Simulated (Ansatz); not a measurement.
One crystal and one scan (energy against volume) at two levels, PBE (plane waves to 420 eV, PAW, scalar-relativistic; Ansatz, an electronic-structure program) and r2SCAN (plane waves to 500 eV, PAW, scalar-relativistic; Ansatz), each from its own relaxed cell and on its own mesh. The cell shown is that of PBE.

GaCuSe2 (chalcopyrite)

```
GaCuSe2
1.0
   -2.83594     2.83594     5.63126
    2.83594    -2.83594     5.63126
    2.83594     2.83594    -5.63126
Cu Ga Se
2 2 4
Cartesian
  0.00000   2.83594   2.81563
  0.00000   0.00000   0.00000
  2.83594   0.00000   2.81563
  0.00000   0.00000   5.63126
  1.41797   1.38281  -1.40782
  1.41797   1.45313   4.22345
  1.45313  -1.41797   7.03908
  1.38281   4.25392   1.40782
```

E(V) scan at fixed shape, V₀ the volume above. The atoms relax within the cell's symmetry.

The energy includes the smearing's −TS. GaCuSe2 is run without spin polarisation. GaCuSe2 was relaxed with its symmetry unable to fall. With the shape held, the modulus is that of even scaling; a crystal free to change shape is softer. Both scans cover V/V₀ from 0.840 to 1.160.

ΔE (meV/atom), each from the relaxed starting cell of its own level:

```tsv
V/V₀	PBE	r2SCAN
0.840	153	170
0.872	91	withheld
0.904	48	53
0.936	20	22
0.968	5	5
1.000	0	0
1.032	4	5
1.064	15	17
1.096	33	37
1.128	55	62
1.160	81	91
```

Q: Estimate the r2SCAN value at 0.872 from the PBE value there and the ratio of the two levels in the two nearest given rows on that side of the minimum.

A: At 0.840 and 0.904 the ratio r2SCAN/PBE averages 1.108, which gives 1.108 × 91 = 101 meV/atom. The calculation gives 101 meV/atom, +11.0 % against PBE.

(A scan under strain: stresses follow from slopes of the energy per volume, elastic moduli from its curvatures.)
